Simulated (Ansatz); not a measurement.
## C vacancy in LaB2Rh2C, calculated

Level of theory: PBEsol, no spin polarisation, scalar-relativistic; Ansatz, plane waves to 420 eV (PAW set soft_2), k-mesh 4×4×4 shifted by half a step.

The relaxed host crystal (no gap at this level of theory):

```
B C La Rh
1.0
    -1.92533    1.92533    5.13298
     1.92533   -1.92533    5.13298
     1.92533    1.92533   -5.13298
B C La Rh
2 1 1 2
Direct
  0.35362 0.35362 0.00000
  0.64638 0.64638 0.00000
  0.50000 0.50000 0.00000
  0.00000 0.00000 0.00000
  0.25000 0.75000 0.50000
  0.75000 0.25000 0.50000
```

Supercell of 30 atoms, rows of the matrix [[1,-1,1],[0,-1,-2],[1,2,2]] times the cell vectors; C vacancy at (0.500, 0.500, 0.000) in fractions of the cell above. Atoms are relaxed at the host's cell. The cell loses 1 of its 5 C, so this is a heavily defective crystal.

Distances from the empty C site (Å), by shell of the perfect crystal:

```
shell  perfect crystal  relaxed, charge 0
  2 B             1.50               1.92
 4 La             2.72               2.73
```

```tsv
charge	gap of the cell on the mesh (eV)
0	0.00
```

Formation energy of the neutral defect: -0.16 eV, taking atoms from and to the elements' standard states (no corrections for gases), so it belongs to those chemical potentials alone.

A negative value doesn't mean that the atoms enter by themselves: with the elements as reservoirs, compounds of them would form first.

Relaxed cell at charge 0:

```
LaB2Rh2C V_C charge 0
1.0
    -1.9253    5.7760   -5.1330
    -5.7760   -1.9253    5.1330
     5.7760    1.9253    5.1330
B C La Rh
10 4 5 10
Direct
  0.2000 0.7128 0.1128
  0.9967 0.3529 0.3522
  0.6007 0.5562 0.7529
  0.7993 0.9522 0.5555
  0.4033 0.1555 0.9562
  0.2000 0.0872 0.4872
  0.9967 0.6445 0.6438
  0.6007 0.8478 0.0445
  0.7993 0.2438 0.8471
  0.4033 0.4471 0.2478
  0.9938 0.4964 0.4974
  0.5991 0.7026 0.8964
  0.8009 0.0974 0.7036
  0.4062 0.3036 0.1026
  0.2000 0.4000 0.8000
  0.9995 0.0006 0.9989
  0.6017 0.2011 0.4006
  0.7983 0.5989 0.1994
  0.4005 0.7994 0.6011
  0.8973 0.0486 0.3483
  0.7000 0.6500 0.5500
  0.3003 0.8517 0.9490
  0.5027 0.2510 0.7513
  0.0997 0.4487 0.1514
  0.3003 0.3513 0.4486
  0.0997 0.9483 0.6510
  0.7000 0.1500 0.0500
  0.8973 0.5490 0.8487
  0.5027 0.7514 0.2517
```

Caveats: small supercell, so energies and levels can be off by tenths of an eV; the atoms kept the symmetry of the start, so a distorted state could lie lower.
